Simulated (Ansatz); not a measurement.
Values for one crystal, relaxed and computed with r²SCAN (plane waves, PAW; program Ansatz); other levels are named.

| Item | Value |
|---|---|
| Volume per atom | 12.80 Å³ |
| Electronic character | metallic (no gap) |
| Young's modulus | 98.8 GPa |
| Debye temperature from the elastic constants | 238 K |
| Bulk modulus (Birch–Murnaghan fit) | 277 GPa |
| Mechanical stability | stable (all eigenvalues of C positive) |
| Gap with spin–orbit coupling | none (metallic) |

Task: Which of these materials gives this?
(A) SnO, zinc blende
(B) Hf2C, P4/nmm (Hf on 2a, Hf on 2c, C on 2c)
(C) WC, zinc blende
(D) SnC8, Amm2 (Pearson symbol oS18)

Result: C, WC, zinc blende

Space group F-43m (zinc blende). The start of the workflow was typed in or built on a structure type; neither database checked (COD, Materials Project) lists it. It is not the phase usual at ambient conditions (space group No. 187). The r²SCAN relaxation kept the symmetry of its start; its stability against distortions is not shown here. The run is not spin-polarised. Its formation energy is positive at this level, so the cell may be metastable or incomplete. As this level gives no gap, shear constants depend on the k-mesh and smearing (Fermi–Dirac, 0.1 eV here). Spin–orbit coupling is left out wherever it is not named.

Potentials: the earlier of the program's two PAW sets.
